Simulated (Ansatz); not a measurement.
## What a change of settings does: In$_{2}$Bi

First run: DFT, PBEsol, PAW with Ansatz's default frozen-core files, scalar-relativistic (Ansatz 0.2.0).

Command: `ansatz run input.yaml --threads 1 --pin off --max-ram 3072MiB --backend cpu --events-out ev --progress --plain --runs-dir out` It took 11 s on 1 thread of Intel(R) Xeon(R) Platinum 8259CL CPU @ 2.50GHz (Skylake/Cascade Lake) (shared host), peak memory 0.5 GiB.

```yaml
crystal:
  lattice:
    - [4.0780328957, 0.0, 0.0]
    - [-2.0390164479, 3.5316800852, 0.0]
    - [0.0, 0.0, 2.5064508994]
  atoms:
    - { symbol: In, position: [0.6666666667, 0.3333333333, 0.5] }
    - { symbol: In, position: [0.3333333333, 0.6666666667, 0.5] }
    - { symbol: Bi, position: [0.0, 0.0, 0.0] }
kpoints:
  mp_grid: { grid: [8, 8, 11] }
  band_path:
    path:
      - [0.0, 0.0, 0.0]
      - [0.5, 0.0, 0.0]
      - [0.3333333333, 0.3333333333, 0.0]
      - [0.0, 0.0, 0.0]
      - [0.0, 0.0, 0.5]
      - [0.5, 0.0, 0.5]
      - [0.3333333333, 0.3333333333, 0.5]
      - [0.0, 0.0, 0.5]
      - [0.5, 0.0, 0.5]
    npoints: 6
scf:
  occupations: { method: fermi_dirac, width: 0.05 }
hamiltonian:
  xc: pbesol
  pseudopotentials: { kind: paw }
output:
  forces: true
  stress: true
  eigenvalues: true
  efg: { contact_densities: true }
  populations: true
```

The base volume is that of a database entry, with shape and atoms relaxed on PAW files at held volume, so it needn't be at zero pressure; the structure needn't be the stable phase, at rest or compressed.

This run: volume at 0.4 of the series' base cell.

It converges in 7 SCF iterations at a pressure of 307.0 GPa, cutoff 420 eV.

The input is then changed:

```diff
 scf:
-  occupations: { method: fermi_dirac, width: 0.05 }
+  occupations: { method: tetrahedron }
 hamiltonian:
```

Question: Predict the outcome of the changed run.

Answer: It converges in 7 SCF iterations, cutoff 420 eV, free energy -4.5 meV/atom against the first run's. Results part of its log:
```
Warning: output.forces, output.stress, relax.cell or npt_langevin: where a Kohn–Sham band that disperses or a degenerate level is filled in part under the method tetrahedron, the forces or the stress that this run publishes need not agree with its energy (scf.occupations.method in the input reference, under Limitations); prefer a smearing scheme for the forces or the stress
SCF 1 converged in 7 iterations: F = -23272.806539 eV  dr2 = 1.32e-8
  greatest PAW one-centre occupation: 0.990 electrons in one spin orbital (limit 2), on the Bi atom at site 2 (counted from 0), in its partial waves of l = 2
NSCF: frozen V_eff on 49 k-points
SCF converged after 7 iterations
Stability not checked: this state was not tested for a lower state beside it, because cold or Methfessel-Paxton smearing, or corrected tetrahedra, fill the levels in a way that the test cannot read (fill_not_monotonic; see scf.lower_state_search)
Free energy (F): -23272.806539 eV
Harris-Foulkes:  -23272.806539 eV  (|F-HF|=1.20e-8)
Internal energy: -23272.806381 eV  (E = F + TS)
E sigma→0 (E₀):  -23272.806539 eV
Entropy (-TS):   -0.000159 eV (-0.053 meV/atom)
Fermi energy:    30.508508 eV
--- Per-component energies (eV) ---
  E_band       = 549.850502
  E_kinetic    = 862.358862
  E_local      = -1788.019922  (includes V_loc(G=0)·N_el)
  E_nonlocal   = 1309.689133
  E_hartree    = 717.286865
[... lines left out ...]
--- PAW observables at the nuclei: V_zz in 10²¹ V/m², potentials from the cell's mean, atoms counted from 1 ---
  atom   1  In V_zz =    +1.673041   η = 0.0000   by run symmetry: allowed
            electrostatic potential = -7964.346524 V   contact ρ = 1131450.573180 e/Å³
  atom   2  In V_zz =    +1.673041   η = 0.0000   by run symmetry: allowed
            electrostatic potential = -7964.346524 V   contact ρ = 1131450.573180 e/Å³
  atom   3  Bi V_zz =    +3.563866   η = 0.0000   by run symmetry: allowed
            electrostatic potential = -17855.388197 V   contact ρ = 17884099.525494 e/Å³
--- Band table (eV; the first three rows and the last of 60) ---
  k-point 0: bands = ["3.2798", "4.8743", "4.8743", "5.3980", "5.3980", "9.0582", "11.1526", "12.1626", "12.1907", "12.1907", "12.1923", "12.1923", "13.0647", "13.0647", "14.0375", "14.0375", "23.7998", "24.8781", "24.8781", "26.5007", "26.5007", "28.2668", "34.2515", "41.4639", "41.4643"]
  k-point 1: bands = ["3.4810", "4.8779", "4.8779", "5.2797", "5.2797", "9.2421", "11.3208", "12.1992", "12.1992", "12.2639", "12.2639", "12.3589", "12.9697", "12.9697", "13.9534", "13.9534", "23.9149", "25.1391", "25.1391", "26.7435", "26.7435", "28.3603", "32.5846", "41.2594", "41.2594"]
  k-point 2: bands = ["4.0255", "4.8871", "4.8871", "4.9781", "4.9781", "9.7717", "11.8269", "12.2099", "12.2099", "12.4446", "12.4446", "12.7354", "12.7354", "12.9040", "13.7370", "13.7370", "24.2854", "25.8812", "25.8812", "27.4135", "27.4135", "28.6434", "29.4061", "40.2406", "40.2406"]
  k-point 59: bands = ["4.1450", "4.1697", "5.0734", "5.0746", "5.7569", "10.8974", "11.1258", "11.8165", "12.0155", "12.1764", "12.2729", "13.2822", "14.2754", "14.3852", "14.5075", "18.9013", "21.6877", "22.1622", "23.7109", "25.6694", "26.6372", "32.8621", "34.1414", "35.8372", "36.6938"]
--- Löwdin populations: 3 sites ---
  site symbol       q [e]
     0     In     13.1277
     1     In     13.1277
     2     Bi     14.5049
  spilling = 0.005848 (of n_electrons = 41.000000)
```
